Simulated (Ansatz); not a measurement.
Take a crystal in which Au has been replaced by Ag on all its sites, with the cell rescaled by a rough guess (in some cases also distorted within its space group) and nothing relaxed:

```yaml
crystal:
  lattice:
    - [-1.75567, 1.75567, 1.75567]
    - [1.75567, -1.75567, 1.75567]
    - [1.75567, 1.75567, -1.75567]
  atoms:
    - { symbol: Ag, position: [0.00000, 0.00000, 0.00000] }
```

Theory: DFT PBEsol, scalar-relativistic, plane waves, PAW in Ansatz.

Cutoff 420 eV; k points 16×16×16 on the computed 1-atom cell (Γ-centred); Gaussian smearing, width 0.10 eV; no spin polarisation.

(1) Will this cell want to expand or contract, and how hard?

(2) Is it a metal on this mesh?

Results:

(1) The pressure is -14.1 GPa (positive in compression), so the cell would contract.

(2) Yes, a band crosses the Fermi level.

This bcc form isn't the element's structure at ambient conditions.